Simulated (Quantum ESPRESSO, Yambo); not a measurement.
At a photon energy of 10.38 eV, RPA with local fields on LDA bands shifted by a G0W0 scissor of 2.39 eV (Quantum ESPRESSO and Yambo; 6×6×6 mesh, 59 bands, 3 Ry local-field block, 0.2 eV broadening) gives ε = 4.45 + 2.46i for PNO (space group I2_12_12_1, No. 24), field along x. Axes are Cartesian, with cell vectors (Å) (-2.22, 2.39, 3.50), (2.22, -2.39, 3.50), (2.22, 2.39, -3.50).

Task: Work out n, κ, the normal-incidence reflectivity, the absorption coefficient and the penetration depth.

Result: 
|ε| = 5.08; n = √((|ε| + ε1)/2) = 2.18, κ = √((|ε| − ε1)/2) = 0.56. R = ((n − 1)² + κ²)/((n + 1)² + κ²) = 0.16. α = 2Eκ/(ħc) with ħc = 197.327 eV nm: 0.0593 per nm = 5.9 × 10⁵ per cm, a 1/e depth of 17 nm. The computed direct gap is 7.93 eV, and the energy scale of the real crystal may differ from it. Excitonic effects are left out, and values at one energy depend on mesh and broadening. The scissor comes from a G0W0 run whose convergence isn't established. Convergence of the RPA response with its 6×6×6 mesh was not tested.

Geometry of the Materials Project entry, not relaxed at this level; primitive cell a = b = c = 4.787 Å, α = 124.64°, β = 120.14°, γ = 85.96°.

The structure is a Materials Project entry; no match was found in the copy of COD used, and its stability was not checked.
